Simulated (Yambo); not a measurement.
Yambo run on a free-standing PtSe₂ monolayer (symmetry P-3m1, slab cell 15.6 Å high). The wavefunctions are PBE (stringent potentials; Quantum ESPRESSO, PseudoDojo norm-conserving, 104 Ry, no spin-orbit coupling) ones on a 6×6×1 mesh (33 occupied bands); a = b = 3.710 Å, c = 15.600 Å, α = β = 90.00°, γ = 120.00°.

Yambo input:

```
rim_cut
HF_and_locXC
RandQpts= 1000000
RandGvec= 2 Ry
CUTGeo= "slab z"
EXXRLvcs= 104 Ry
VXCRLvcs= 416 Ry
% QPkrange
 1 | 1 | 33 | 34 |
 2 | 2 | 33 | 34 |
 4 | 4 | 33 | 34 |
 7 | 7 | 33 | 34 |
%
```

k points by index: 1 = Γ, 2 = (0, 0.167), 4 = M, 7 = K.

Table of the .hf output:

```
#    K-point    Band    Eo [eV]    Ehf [eV]    Vxc [eV]    Vnlxc [eV]
#
    1    33    0.000000    -1.551800    -15.03893    -16.59073
    1    34    2.970097    6.593439    -17.77153    -14.14819
    2    33    -0.065585    -1.997262    -15.86822    -17.79990
    2    34    1.642021    4.663168    -16.42690    -13.40575
    4    33    -1.459846    -3.979279    -13.48795    -16.00738
    4    34    2.417994    6.186951    -17.64460    -13.87564
    7    33    -0.970183    -4.549193    -18.23060    -21.80961
    7    34    1.786158    5.272212    -16.57789    -13.09183
```
Exchange alone, without screening.

Geometry relaxed with PBE+D3(BJ).
